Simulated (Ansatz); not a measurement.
According to LDA (plane waves, PAW; program Ansatz), Sn in the β-Sn type structure (I4_1/amd) relaxes to a = 5.806 Å, c = 3.106 Å.

Electronic character: metallic (no gap).

Symmetry was held in the LDA relaxation. Axis ratios of metals converge slowly with the k-mesh, so a and c are less sure than the volume. Scalar-relativistic: spin–orbit coupling is off unless named, which matters more the heavier the elements.

Potentials: the later of the program's two PAW sets.
